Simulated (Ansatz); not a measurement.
Question: Each is relaxed and computed with the program Ansatz at the r²SCAN level (PAW). Which is the only metal?
A) Zn3P4W, Pmn2_1 (Pearson symbol oP16)
B) Ge2W, P6/mmm (W on 1a, Ge on 2d)
C) SiGe, wurtzite
D) In2Ge2O7, C2/m (Pearson symbol mS22)

Answer: B, Ge2W, P6/mmm (W on 1a, Ge on 2d). Ge2W: metal; SiGe: gap 0.66 eV (indirect); Zn3P4W: gap 0.44 eV (indirect); In2Ge2O7: gap 2.75 eV (direct). Constructed cells (a structure type filled with these elements, in neither database checked): Ge2W, P6/mmm (W on 1a, Ge on 2d). Typed or built starts, not in the databases checked: Zn3P4W, Pmn2_1 (Pearson symbol oP16). Standing as an ambient phase not checked: SiGe, wurtzite; In2Ge2O7, C2/m (Pearson symbol mS22). All cells were relaxed under the symmetry of their starts (and spin orders); stability against distortions was not tested throughout. Rows with no word on spin ran without spin polarisation. Scalar-relativistic: spin–orbit coupling is off unless named, which matters more the heavier the elements.

Potentials: the later of the program's two PAW sets.
